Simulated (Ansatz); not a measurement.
Computed with DFT PBE, scalar-relativistic, plane waves, PAW (Ansatz 0.2.0). All cells share a 420 eV cutoff and Γ-centred k meshes spaced at most about 0.3 Å⁻¹ (2π included). No spin polarisation in the final relaxations.

These are static total energies at zero pressure. All come from trial cells, and lower structures may exist.

Question: Order these relaxed structures of Al2BP3 by energy, lowest first, with the energy over the lowest of them.
1. Space group P6_3mc (No. 186), hexagonal, a = 3.652 Å, c = 18.495 Å. Al on its first site is surrounded by 4 P at 2.31–2.36 Å; Al on its second site has 4 P at 2.31–2.40 Å; B has 1 P at 1.99 Å and 3 P at 2.20 Å; P on its first site is surrounded by 4 Al at 2.31–2.36 Å; 2 more sites not described.
2. Space group I-4m2 (No. 119), tetragonal, a = 3.623 Å, c = 16.111 Å. Al is surrounded by 4 P at 2.33–2.35 Å; B is surrounded by 4 P at 2.11 Å; P on a site of symmetry 2mm is surrounded by 2 B at 2.11 Å and 2 Al at 2.35 Å; P on a site of symmetry -4m2 has 4 Al at 2.33 Å.
3. Space group P3m1 (No. 156), trigonal, a = 3.669 Å, c = 9.180 Å. Al on its first site has 4 P at 2.31–2.38 Å; Al on its second site is surrounded by 4 P at 2.31–2.36 Å; B has 1 P at 1.98 Å and 3 P at 2.21 Å; P on its first site is surrounded by 3 B at 2.21 Å and 1 Al at 2.38 Å; 2 more sites not described.

Answer: 2 (0 meV/atom), 3 (27 meV/atom), 1 (38 meV/atom). Forms: 2 Al and B ordered on zinc blende sites, I-4m2; 3 Al and B ordered on zinc blende sites, P3m1; 1 Al and B ordered on wurtzite sites, P6_3mc. Counting P atoms around Al and B (those within 1.25 times the shortest such distance or 1.15 times the sum of covalent radii; a plus sign parts nearer from farther groups): cell 2 has Al 4, B 4; cell 3 has Al 4, B 1+3; cell 1 has Al 4, B 1+3.

Cells relaxed within their symmetry can be saddle points. Some candidate types were left out of the draw beforehand, so a known form may be missing.
